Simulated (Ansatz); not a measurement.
## LiC6, first-principles data

LiC6:
```
CELL_PARAMETERS angstrom
      1.24793    -6.45636     0.00000
      1.24793     6.45636     0.00000
      0.00000     0.00000     3.58213
ATOMIC_POSITIONS crystal
  C  0.94315 0.05685 0.00000
  C  0.38719 0.61281 0.00000
  C  0.61281 0.38719 0.00000
  C  0.05685 0.94315 0.00000
  C  0.27711 0.72289 0.00000
  C  0.72289 0.27711 0.00000
  Li 0.50000 0.50000 0.50000
```

Space group Cmmm (No. 65); conventional cell a = 2.4959 Å, b = 12.9127 Å, c = 3.5821 Å, α = β = γ = 90.00°.

Method: the program Ansatz at the r²SCAN level (PAW). Structure relaxed to zero pressure with the same functional. Other levels are named where they apply.

**Cell and energy**

| Quantity | Result |
|---|---|
| Volume per atom | 8.25 Å³ |
| Density | 2.27 g/cm³ |
| Formation energy from the elements (no fitted shifts) | 0.022 eV/atom |

**Electronic structure**

| Quantity | Value |
|---|---|
| Electronic character | metallic (no gap) |
| Density of states at the Fermi level | 0.15 states/eV per atom (mean over ±0.08 eV) |

**Mechanics**

| Property | Value |
|---|---|
| Bulk modulus (Birch–Murnaghan fit) | 75.7 GPa |
| Pressure derivative B′ | 4.7 |

The start of the workflow was typed in or built on a structure type; neither database checked (COD, Materials Project) lists it. Whether it is the stable phase at ambient conditions was not checked. The cell was relaxed with r²SCAN under the symmetry of its start; its stability against distortions is not shown here. The references are the lowest solids computed at this level, not always the standard phases.

Potentials: the later of the program's two PAW sets.
